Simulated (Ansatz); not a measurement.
**Al: reading a single point**

```xyz
8
Lattice="7.2521 0.0000 0.0000 0.0000 7.2521 0.0000 0.0000 0.0000 7.2521" Properties=species:S:1:pos:R:3 pbc="T T T"
Al    0.0000    0.0000    0.0000
Al    3.6261    3.6261    3.6261
Al    1.8130    3.6261    0.0000
Al    0.0000    5.4391    3.6261
Al    5.4391    3.6261    0.0000
Al    0.0000    1.8130    3.6261
Al    3.6261    0.0000    5.4391
Al    3.6261    0.0000    1.8130
```

The numbers come from plane-wave PAW DFT (Ansatz): r2SCAN, no spin polarisation, 500 eV, 5×5×5 Γ-centred k points, fermi-dirac occupations (width 0.1 eV). Nothing was relaxed.

At the Fermi level: It is a metal, with about 8.3 states/eV a cell as the mean within 0.25 eV of the Fermi level, mostly Al p (86 %) and Al s (13 %).
Contacts: Al–Al at 3.63 Å: least valence density 0.08 e/Å³ and ELF 0.50 there. These are pseudo-fields; inside the PAW spheres they differ from the all-electron ones.
Stress: The pressure is -6.3 GPa (compression positive), so with the atoms held at these fractions the cell would first shrink.

Origin: a known structure type with other elements, at an estimated volume, so it need not be a known compound.
